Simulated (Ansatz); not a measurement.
HfC (rock salt)

```
HfC
1.0
    0.00000     2.32577     2.32577
    2.32577     0.00000     2.32577
    2.32577     2.32577     0.00000
C Hf
1 1
Direct
  0.00000   0.00000   0.00000
  0.50000   0.50000   0.50000
```

The atoms are displaced by Q × the pattern below (from a DFPT mode at Γ, largest move 1; Q in Å), at fixed cell. It is one choice among 3 degenerate patterns.

| atom | x | y | z |
|---|---|---|---|
| C1 | 0.000 | 0.000 | 1.000 |
| Hf2 | 0.000 | 0.000 | -0.067 |

Method: PBE (plane waves to 420 eV, PAW, scalar-relativistic; Ansatz, a program for electronic structure). k mesh 17×17×17 (Γ-centred), Fermi-Dirac smearing 0.05 eV. Energies are smeared free energies. With partly filled bands, energies and forces of such displacements shift with the k mesh and the smearing. HfC is run without spin polarisation. HfC was relaxed with its symmetry unable to fall. Spin-orbit coupling is left out, though Hf is heavy. ΔE is measured from the undisplaced structure. The last digit holds for this mesh only.

```tsv
Q (Å)	ΔE (meV/cell)
-0.1000	42.62
-0.0833	withheld
-0.0667	19.21
-0.0500	10.86
-0.0333	4.84
-0.0167	1.21
0.0000	0.00
0.0167	1.21
0.0333	4.84
0.0500	10.86
0.0667	19.21
0.0833	withheld
0.1000	42.62
```

Task: Fit an even polynomial form (powers 2, 4) to the given rows and predict ΔE at Q = 0.0833.

Result: Least squares on the 11 given rows: ΔE = (4367)·Q² + (-10500)·Q⁴, in meV/cell with Q in Å; root-mean-square residual 0.008 meV/cell. At 0.0833 the fit gives 29.80 meV/cell; the calculation gives 29.80 meV/cell, the same to the digits shown. The quadratic term alone would give 30.30 meV/cell.

(A displaced cell: forces are minus the slopes of the energy, force constants its curvatures, and phonons follow from these.)
